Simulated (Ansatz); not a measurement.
Relaxed Ti (hcp, Mg type):

```xyz
4
Lattice="5.8777 0.0000 0.0000 -1.4694 2.5451 0.0000 2.9389 0.0000 4.6500" Properties=species:S:1:pos:R:3 pbc="T T T"
Ti     5.8777     1.6967     3.4875
Ti     2.9389     1.6967     3.4875
Ti     1.4694     0.8484     1.1625
Ti     4.4083     0.8484     1.1625
```

A phonon eigenvector at L = (0.5, 0.0, 0.5) is frozen into this cell: atom i moves by Q times the vector below, so Q is the largest atomic displacement, in Å. The cell is held. It is one choice among 2 degenerate patterns. (q is in reciprocal vectors of the primitive cell; the cell shown is doubled to hold the pattern.)

```json
[
 {"atom": "Ti1", "x": "-0.835", "y": "-0.482", "z": "0.000"},
 {"atom": "Ti2", "x": "0.835", "y": "0.482", "z": "0.000"},
 {"atom": "Ti3", "x": "0.000", "y": "0.000", "z": "-1.000"},
 {"atom": "Ti4", "x": "0.000", "y": "0.000", "z": "1.000"}
]
```

The numbers are results of PBE (plane waves to 420 eV, PAW, scalar-relativistic; Ansatz, a quantum-chemistry and plane-wave program), not measurements. k mesh 18×18×18 (Γ-centred), Fermi-Dirac smearing 0.05 eV. Energies are smeared free energies. With partly filled bands, energies and forces of such displacements shift with the k mesh and the smearing. The PAW data are Ansatz's earlier set. Ti is run without spin polarisation. Ti was relaxed with its symmetry unable to fall. ΔE is measured from the undisplaced structure.

The scan covers Q from -0.100 to 0.100 Å in 13 points.

Q: Which space group does the distorted structure have?

A: Imm2 (No. 44), lowered from P6_3/mmc.

Q: What is the energy change at Q = 0.100 Å?

A: 238 meV/cell.

Q: What harmonic wavenumber does the curvature at Q = 0 give?

A: 270 cm⁻¹.

(For displaced atoms, the force is minus the slope of the energy, and its curvature is a force constant, which sets phonon frequencies.)
